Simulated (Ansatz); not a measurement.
SiO₂:
```
SiO2
1.0
    3.97877     2.29714     2.61635
   -3.97877     2.29714     2.61635
    0.00000    -4.59429     2.61635
Si O
3 6
Direct
  0.71533   0.28467   0.50000
  0.50000   0.71533   0.28467
  0.28467   0.50000   0.71533
  0.30957   0.69043   0.50000
  0.50000   0.30957   0.69043
  0.69043   0.50000   0.30957
  0.00000   0.33394   0.66606
  0.66606   0.00000   0.33394
  0.33394   0.66606   0.00000
```

x, y and z are the axes in which the lattice vectors are written.

Question: Give the high-frequency dielectric tensor and the Born effective charge tensors of the independent atoms from DFPT, r²SCAN in the plane-wave PAW code Ansatz.

Answer: 
ε∞:
```
2.03  0.00  0.00
0.00  2.03  0.00
0.00  0.00  2.08
```
Z* of atom 1 (Si), rows: field, columns: displacement, in e:
```
3.54  0.00  0.00
0.00  2.71  0.56
0.00  0.10  3.36
```
Z* of atom 4 (O), rows: field, columns: displacement, in e:
```
-1.16   0.00   0.00
 0.00  -2.47  -0.01
 0.00  -0.09  -1.00
```
Z* of atom 7 (O), rows: field, columns: displacement, in e:
```
-1.46  -0.27  -0.87
-0.27  -1.16  -0.50
-0.78  -0.45  -2.36
```

Static charges for comparison (Bader): Si1 +3.36, O4 -1.68, O7 -1.68 e. Born charges measure polarisation by displacement and can exceed these by far.

Space group R32. The workflow started from a Materials Project entry (that database holds measured and hypothetical structures alike); the Crystallography Open Database copy checked does not list it. It is not the phase usual at ambient conditions (space group No. 92, 152, 154). Symmetry was held in the r²SCAN relaxation; phonons show weakly imaginary modes.

Potentials: the earlier of the program's two PAW sets. The files were generated under PBE; for other functionals the program regenerates the frozen cores, and for LDA and PBEsol the local potential too.
